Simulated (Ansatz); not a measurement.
Sc (hcp, Mg type)

```cif
data_Sc2
_chemical_formula_sum 'Sc2'
_space_group_name_H-M_alt 'P 1'
_space_group_IT_number 1
_cell_length_a 3.32949
_cell_length_b 3.32949
_cell_length_c 5.19194
_cell_angle_alpha 90.000
_cell_angle_beta 90.000
_cell_angle_gamma 120.000
loop_
_space_group_symop_operation_xyz
  'x, y, z'
loop_
_atom_site_label
_atom_site_type_symbol
_atom_site_fract_x
_atom_site_fract_y
_atom_site_fract_z
_atom_site_occupancy
Sc1 Sc 0.33333 0.66667 0.75000 1
Sc2 Sc 0.66667 0.33333 0.25000 1
```

This relaxed cell (volume V₀) is scaled evenly in all directions, its shape held. Symmetry pins the atoms to their sites.

Level of theory: r2SCAN (plane waves to 500 eV, PAW, scalar-relativistic; Ansatz, an electronic-structure program). k mesh 16×16×9 (Γ-centred), Fermi-Dirac smearing 0.05 eV. The energy includes the smearing's −TS. Sc is run without spin polarisation. Sc was relaxed with its symmetry unable to fall. The zero of ΔE is the relaxed starting cell.

Task: What ΔE (meV/atom) does the calculation give at V/V₀ = 0.964, 1.012, 1.024, 1.036, 1.048, 1.060?

Result: 
| V/V₀ | ΔE (meV/atom) |
|---|---|
| 0.964 | 6 |
| 1.012 | 1 |
| 1.024 | 2 |
| 1.036 | 5 |
| 1.048 | 9 |
| 1.060 | 14 |

(Under strain, the slope of the energy per volume gives the stress and its curvature an elastic modulus.)
